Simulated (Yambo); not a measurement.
Yambo run on ZnO (space group P4_2/mnm, No. 136). The wavefunctions are norm-conserving PBEsol (Quantum ESPRESSO, 84 Ry, without SOC) ones on a 2×2×4 mesh (52 occupied bands); a = b = 5.518 Å, c = 3.259 Å, α = β = γ = 90.00°.

Yambo input:

```
rim_cut
gw0
dyson
el_el_corr
HF_and_locXC
cohsex
em1s
RandQpts= 1000000
RandGvec= 1 Ry
EXXRLvcs= 84 Ry
VXCRLvcs= 336 Ry
Chimod= "HARTREE"
% BndsRnXs
 17 | 217 |
%
NGsBlkXs= 8 Ry
% LongDrXs
 1.0 | 1.0 | 1.0 |
%
ExtendOut
% QPkrange
 1 | 1 | 52 | 53 |
%
```

k points by index: 1 = Γ.

Resulting energies as the program prints them:

```
#    K-point    Band    Eo [eV]    E [eV]    E-Eo [eV]    Vxc [eV]    Vnlxc [eV]    Sc|Eo [eV]    Re(Z)    Im(Z)
#
    1    52    0.000000    -2.501388    -2.501388    -25.34293    -31.19318    3.348855    1.000000    0.000000
    1    53    0.782130    0.062488    -0.719641    -12.64194    -8.712910    -4.648671    1.000000    0.000000
```
(The two width columns are left out.) Convergence of these settings isn't established.

Geometry of the Materials Project entry, not relaxed at this level.

This is not the ordinary phase of the substance; no match was found in the copy of COD used, and its stability was not checked.
